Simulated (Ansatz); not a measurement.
Level of theory: Ansatz 0.2.0, DFT PBE, scalar-relativistic, plane waves, PAW. All cells share a 420 eV cutoff and Γ-centred k meshes spaced at most about 0.3 Å⁻¹ (2π included). No spin polarisation in the final relaxations.

These are static total energies at zero pressure. All come from trial cells, and lower structures may exist.

**Question.** Order these relaxed structures of Al2InSb3 by energy, lowest first, with the energy over the lowest of them.
A.

```
Al In Sb
1.0
     4.48062    0.00000    0.00000
    -2.24031    3.88033    0.00000
     0.00000    0.00000   22.17424
Al In Sb
4 2 6
Direct
  0.00000 0.00000 0.50011
  0.66667 0.33333 0.99973
  0.66667 0.33333 0.33841
  0.66667 0.33333 0.66143
  0.00000 0.00000 0.17038
  0.00000 0.00000 0.83195
  0.00000 0.00000 0.29961
  0.00000 0.00000 0.62233
  0.00000 0.00000 0.96119
  0.66667 0.33333 0.12138
  0.66667 0.33333 0.46071
  0.66667 0.33333 0.78297
```

B.

```
Al In Sb
1.0
    -2.24537    2.24537    9.55460
     2.24537   -2.24537    9.55460
     2.24537    2.24537   -9.55460
Al In Sb
2 1 3
Direct
  0.66992 0.66992 0.00000
  0.33008 0.33008 0.00000
  0.00000 0.00000 0.00000
  0.59091 0.09090 0.50000
  0.25000 0.75000 0.50000
  0.90909 0.40909 0.50000
```

**Answer.** B (0 meV/atom), A (15 meV/atom). Forms: B Al and In ordered on zinc blende sites, I-4m2; A Al and In ordered on wurtzite sites, P3m1. Counting Sb atoms around Al and In (those within 1.25 times the shortest such distance or 1.15 times the sum of covalent radii, 1.27 where that leaves under three): B has Al 4, In 4; A has Al 4, In 4.

These runs have no spin–orbit coupling, which can matter for Sb. Cells relaxed within their symmetry can be saddle points. Some structure types and database cells were kept out of the candidates from the start, so a known form may be missing.
